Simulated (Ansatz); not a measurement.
The relaxed structure here is a generated cell of TiO2: the first start was made by placing the elements on the sites of a structure type, and the end was not matched to a known phase here, so it may be hypothetical. Known forms of TiO2 include space group No. 61, 136, 141.

One stationary structure of TiO2. Space group Cm (No. 8). Computed with r2SCAN (plane waves to 500 eV, PAW, scalar-relativistic; Ansatz, a program for electronic structure).

```cif
data_O8Ti4
_chemical_formula_sum 'Ti4 O8'
_space_group_name_H-M_alt 'Cm'
_space_group_IT_number 8
_space_group_name_Hall 'C -2y'
_cell_length_a 10.40583
_cell_length_b 3.10890
_cell_length_c 4.87917
_cell_angle_alpha 90.000
_cell_angle_beta 104.301
_cell_angle_gamma 90.000
loop_
_atom_site_label
_atom_site_type_symbol
_atom_site_symmetry_multiplicity
_atom_site_Wyckoff_symbol
_atom_site_fract_x
_atom_site_fract_y
_atom_site_fract_z
_atom_site_occupancy
Ti1 Ti 2 a 0.34158 0.50000 0.98827 1
Ti2 Ti 2 a 0.01348 0.50000 0.51647 1
O1 O 2 a 0.02605 0.00000 0.32093 1
O2 O 2 a 0.18342 0.50000 0.74754 1
O3 O 2 a 0.32472 0.00000 0.20484 1
O4 O 2 a 0.42317 0.00000 0.78985 1
```
(The calculation used a cell of 6 atoms; values per cell refer to that cell.)

```yaml
volume_per_atom: 12.75 Å³
density: 3.47 g/cm³
band_gap: 3.31 eV, indirect (valence top at k = (0.0909, 0.0909, -0.1429), conduction bottom at 17 % of the way from M2 to D) (no spin-orbit coupling)
smallest_direct_gap: 3.46 eV at k = (0.0909, 0.1818, -0.2857)
shortest_distances: O–Ti 1.77 Å; O–O 2.48 Å; Ti–Ti 3.11 Å
k-mesh: 11×11×7
```

Band energies at high-symmetry points (eV from the VBM; labels of this space group; no spin-orbit coupling), from −5 eV up to 4.7 eV:

```json
[
 {"point": "Γ", "energies": "-4.37 -4.00 -3.83 -3.41 -3.33 -2.71 -2.70 -1.56 -1.21 -1.00 -0.52 -0.01 3.53 3.69 4.13"},
 {"point": "C", "energies": "-4.27 -3.96 -3.62 -3.28 -3.10 -2.58 -2.07 -1.80 -1.54 -1.23 -0.67 -0.37 3.60 3.71 3.93 4.43 4.57"},
 {"point": "C2", "energies": "-4.27 -3.96 -3.62 -3.28 -3.10 -2.58 -2.07 -1.80 -1.54 -1.23 -0.67 -0.37 3.60 3.71 3.93 4.43 4.57"},
 {"point": "Y2", "energies": "-4.35 -4.26 -3.86 -3.43 -2.81 -2.68 -1.81 -1.59 -1.43 -1.06 -0.95 -0.79 3.70 3.94 4.25 4.70"},
 {"point": "M2", "energies": "-4.29 -4.05 -3.70 -3.44 -3.25 -2.75 -2.18 -1.93 -1.21 -0.99 -0.93 -0.21 3.32 3.80 4.50"},
 {"point": "D", "energies": "-4.15 -3.98 -3.61 -3.43 -3.12 -2.40 -2.07 -1.67 -1.44 -1.23 -0.89 -0.69 3.60 3.68 4.02 4.53 4.55"},
 {"point": "D2", "energies": "-4.15 -3.98 -3.61 -3.43 -3.12 -2.40 -2.07 -1.67 -1.44 -1.23 -0.89 -0.69 3.60 3.68 4.02 4.53 4.55"},
 {"point": "A", "energies": "-4.30 -4.16 -3.70 -3.70 -3.26 -2.79 -2.29 -1.52 -1.06 -0.86 -0.68 -0.07 3.49 3.82 3.91 4.31"}
]
```

No spin polarisation in the result.

It was reached from a disturbed copy of a P4₂/mnm (No. 136) cell (rutile type), against which it lies +0.125 eV/atom.
